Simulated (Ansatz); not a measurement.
Space group Fm-3m (No. 225). a = 7.775 Å, b = 7.775 Å, c = 7.775 Å, α = 90.00°, β = 90.00°, γ = 90.00°
```json
{"atom": "K", "site": "8c", "symmetry": "-43m", "x": "0.2500", "y": "0.2500", "z": "0.7500"}
{"atom": "Li", "site": "4b", "symmetry": "m-3m", "x": "0.5000", "y": "0.0000", "z": "0.0000"}
{"atom": "Al", "site": "4a", "symmetry": "m-3m", "x": "0.0000", "y": "0.0000", "z": "0.0000"}
{"atom": "H", "site": "24e", "symmetry": "4m.m", "x": "0.2282", "y": "0.0000", "z": "0.0000"}
```

Equation of state of this K2LiAlH6 structure (not necessarily the ground state), with shape and atoms relaxed at each volume where symmetry leaves them free. These are results of DFT r2SCAN, scalar-relativistic, plane waves, PAW in Ansatz 0.2.0, not measurements.

Plane waves to 500 eV, a k mesh through Γ of 6×6×6 on the computed 10-atom cell and Gaussian smearing (0.02 eV); no spin polarisation.

| V (Å³/atom) | E − E(largest V) (meV/atom) | P (GPa) | gap on mesh (eV) |
| --- | --- | --- | --- |
| 11.047 | 0.86 | 2.26 | 3.28 |
| 11.399 | -2.73 | 1.04 | 3.18 |
| 11.752 | -3.85 | 0.00 | 3.08 |
| 12.104 | -2.84 | -0.89 | 3.00 |
| 12.457 | 0.00 | -1.66 | 2.91 |

Task: Fit a third-order Birch–Murnaghan equation to E(V).

Result: V0 = 11.75 Å³/atom, B0 = 32 GPa, B0' = 4.1.

Cost: 5 runs of about 2.2 core-minutes in all, on Arm Neoverse V1 (shared hosts).